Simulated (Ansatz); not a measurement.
A geometry of Bi2Se3 away from equilibrium: the start of the relaxation of a relaxed Bi2Se3 cell deformed by the Cartesian strain tensor (xx, yy, zz, yz, xz, xy) = (0.000, -0.014, -0.012, -0.056, -0.019, -0.009). Calculation: PBEsol (plane waves to 420 eV, PAW, scalar-relativistic; Ansatz, a quantum-chemistry and plane-wave program). Γ-centred k-mesh 7×7×7 on the run's cell (coarser than for final values), Fermi–Dirac smearing 0.05 eV.

```xyz
5
Lattice="1.8741 0.6238 9.2940 -2.2583 0.6630 9.3725 -0.1581 -2.8852 9.5336" Properties=species:S:1:pos:R:3 pbc="T T T"
Bi    -0.2171    -0.6399    11.2903
Bi    -0.3252    -0.9584    16.9097
Se     0.0000     0.0000     0.0000
Se    -0.1147    -0.3379     5.9622
Se    -0.4277    -1.2604    22.2379
```

Q: Which atoms carry the largest force, and which way does it point?

A: 1.28 eV/Å, on Se4, Se5 (atoms numbered as listed); on Se4 its components are (-0.17, -1.21, -0.40).

Q: What is the pressure?

A: +3.5 GPa, compression positive.

No spin polarisation in the result.

The run could not lose the symmetry of its start.
